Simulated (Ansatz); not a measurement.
# Two states of EuMg2Sb2

```
Mg Sb Eu
1.0
     4.58905    0.07054   -0.00554
    -2.23344    3.99989   -0.09317
    -0.00911   -0.18225    8.01535
Mg Sb Eu
2 2 1
Direct
  0.38656 0.67570 0.67882
  0.65632 0.33808 0.40356
  0.71059 0.33114 0.70588
  0.29757 0.68481 0.28521
  0.95395 0.96184 0.97896
```

The numbers come from plane-wave PAW DFT (Ansatz): r2SCAN, 500 eV, 5×5×3 (shifted by 0, 0.5, 0 steps) k points, fermi-dirac occupations (width 0.1 eV). Nothing was relaxed.

State A: no moments (no spin polarisation). State B: Eu5 up (collinear spin).

**Question.** Compare the two self-consistent states.

**Answer.** State B is lower by 1563.7 meV an atom at zero smearing; in free energy at this smearing B lies -1550.5 meV an atom from A.

```
state  free energy (meV/atom)  largest moment in a small sphere (μB)  net moment (μB/cell)  gap on mesh (eV)  pressure (GPa)  largest force (eV/Å)
    A                  1550.5                                   0.00                  0.00             metal             2.6                  3.83
    B                     0.0                                   6.92                  7.00              0.21             3.6                  3.68
```

Origin: a strained cell with displaced atoms, so it need not be a known compound. Caveats: an odd or shifted mesh can miss the band edges, so this level's true gap may be smaller; no spin-orbit coupling, which can shift this gap by tenths of an eV; atoms or cell far from equilibrium; the gap is not wide against the smearing; f shells without a U or exact exchange are poorly placed; open f shell without moments; the k mesh is coarse if the cell is a metal.
